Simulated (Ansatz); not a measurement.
Ansatz (a first-principles code) input:

Ansatz 0.2 input:
```yaml
crystal:
  lattice:
    - [4.3476418446, 0.0, 0.0]
    - [0.0, 4.3476418446, 0.0]
    - [0.0, 0.0, 4.3476418446]
  atoms:
    - { symbol: Sn, position: [0.0, 0.0, 0.0] }
    - { symbol: O, position: [0.5, 0.5, 0.5] }
    - { symbol: Mg, position: [0.5, 0.5, 0.0] }
    - { symbol: Mg, position: [0.5, 0.0, 0.5] }
    - { symbol: Mg, position: [0.0, 0.5, 0.5] }
kpoints:
  mp_grid: { grid: [10, 10, 10] }
hamiltonian:
  xc: r2scan
  pseudopotentials: { azcp: { folder: ./paw }, kind: paw }
scf:
  occupations: { method: gaussian, width: 0.05 }
checkpoint: { read: metal.run }
output: { bader: true, populations: true }
```

Output (shortened):

```
Pseudopotential: Sn, paw, valence charge 14
Pseudopotential: O, paw, valence charge 6
Pseudopotential: Mg, paw, valence charge 10
Functional definition: r2SCAN
Crystal: 5 atoms, lattice volume = 82.179 Å³
Basis set: ecut = 500 eV, 2103 PW (Γ), exchange–correlation on 128×128×128 points (64 copies of the dense FFT grid, shifted against one another)
Bands: 35, of which v1, the nominal top of the filled ones, is band 25 counted from 1 (24 counted from 0)
Symmetry: 48 space group operations
Space group: Pm-3m (ITA 221), of the structure as read, at distance tolerance 4.3e-5 Å
k-points: 56 of 1000
Stability of the state it starts from, as read at its close in the unpolarized treatment …
iter 1 solved again at ethr=6.11e-8 eV; its pass at ethr=3.10e-3 eV (dr2=3.05e-5 eV) is discarded
SCF iter   1: F=—  HF=-12389.598991 eV  |F-HF|=—  |Δ(HF+E_count)|=         —  Δρ=4.69e-7  dr2=7.84e-11  dr2_τ=9.57e-12  ethr=6.11e-8  ⟨swp⟩=4.0  Hψ=15067  notcnv=0
preconditioner: auto → Resta (q_TF=auto, 2.511 Å⁻¹)
SCF iter   2: F=-12389.598991 eV  HF=-12389.598991 eV  |F-HF|=3.09e-11  |Δ(HF+E_count)|=   2.92e-8  Δρ=2.76e-7  dr2=2.14e-11  dr2_τ=8.79e-12  ethr=1.00e-12  ⟨swp⟩=7.3  Hψ=8350  notcnv=0
SCF 1 converged in 2 iterations: F = -12389.598991 eV  dr2 = 2.14e-11
SCF converged after 2 iterations
Free energy (F): -12389.598991 eV
Harris-Foulkes:  -12389.598991 eV  (|F-HF|=3.09e-11)
Internal energy: -12389.598354 eV  (E = F + TS)
E sigma→0 (E₀):  -12389.598673 eV
Entropy (-TS):   -0.000638 eV (-0.128 meV/atom)
Fermi energy:    9.970252 eV
--- Per-component energies (eV) ---
  E_band       = -1114.851177
  E_kinetic    = 552.035183
  E_local      = -6022.522326  (includes V_loc(G=0)·N_el)
  E_nonlocal   = 781.996414
  E_hartree    = 2206.066410
  E_xc         = -263.690530
  E_vxc        = -299.320515  (∫ρ·V_xc dr)
  E_paw        = -5474.997968  (= ΣΔE_a)
  E_vpaw       = -558.400410  (= ΣTr[D̂ρ^β])
  E_aug_tail   = 0.000267  (compensation charges beyond the density's cutoff)
  E_vtau       = 19.227639  (kinetic-family band-sum trace: ∫τ·v_τ [+ j·A + Jᵃ·Aᵃ] dr)
  E_ewald      = -4169.110561
  E_core_change = 0.624756  (= ΣΔE_core)
  E_smearing   = -0.000638  (= −TS)
  E_closure    =  0.000000  (closes the sum)
  Σ components = -12389.598991   (vs F -12389.598991, Δ=0.00e0)
  [band-id]    e_kinetic+e_local+e_nonlocal+2·e_hartree+e_vxc+e_vpaw+e_augmentation_tail+e_vtau = -1114.850927   (vs E_band -1114.851177, Δ=2.50e-4)
--- Band table (eV; the first three rows and the last of 56) ---
  k-point 0: bands = ["-69.8083", "-69.8036", "-69.8036", "-34.9286", "-34.9286", "-34.9286", "-34.9179", "-34.9179", "-34.9179", "-34.8756", "-34.8756", "-34.8756", "-11.4829", "-11.4829", "-11.4829", "-11.4814", "-11.4814", "-11.1936", "0.3409", "3.6586", …
  k-point 1: bands = ["-69.8082", "-69.8037", "-69.8036", "-34.9282", "-34.9282", "-34.9281", "-34.9180", "-34.9180", "-34.9179", "-34.8762", "-34.8758", "-34.8758", "-11.4834", "-11.4834", "-11.4829", "-11.4813", "-11.4797", "-11.1878", "0.3669", "3.6552", …
  k-point 2: bands = ["-69.8079", "-69.8040", "-69.8036", "-34.9272", "-34.9272", "-34.9270", "-34.9184", "-34.9184", "-34.9180", "-34.8779", "-34.8765", "-34.8765", "-11.4844", "-11.4844", "-11.4828", "-11.4810", "-11.4753", "-11.1725", "0.4347", "3.6746", …
  k-point 55: bands = ["-69.8052", "-69.8052", "-69.8052", "-34.9344", "-34.9344", "-34.9344", "-34.9165", "-34.9070", "-34.9070", "-34.9070", "-34.8655", "-34.8655", "-11.4940", "-11.4940", "-11.4940", "-11.4537", "-11.4537", "-11.0223", "3.0424", "3.2562", …
--- Löwdin populations: 5 sites ---
  site symbol       q [e]
     0     Sn     16.3972
     1      O      7.4063
     2     Mg      8.5596
     3     Mg      8.5596
     4     Mg      8.5596
  spilling = 0.010353 (of n_electrons = 50.000000)
--- Bader charges: 5 sites ---
  site symbol  charge [e]  shift [e]
     0     Sn     -3.0396     0.0051
     1      O     -1.8923     0.0056
     2     Mg      1.6440     0.0036
     3     Mg      1.6440     0.0036
     4     Mg      1.6440     0.0036
  shift: an alarm, by how much a part of what the PAW files miss would move the charge. Where it is large, compare
  with a run on PAW files of another source; a small one proves nothing
  estimated error of the sums over rays = 4.0e-4 e
```

Cost: very roughly 80 core-seconds on shared cores.

The start of the workflow was typed in or built on a structure type; neither database checked (COD, Materials Project) lists it. Whether it is the stable phase at ambient conditions was not checked. Symmetry was held in the r²SCAN relaxation; whether a distortion lowers the energy is not shown. Scalar-relativistic: spin–orbit coupling is off unless named, which matters more the heavier the elements.

Potentials: the earlier of the program's two PAW sets.

Ansatz is a plane-wave DFT program.
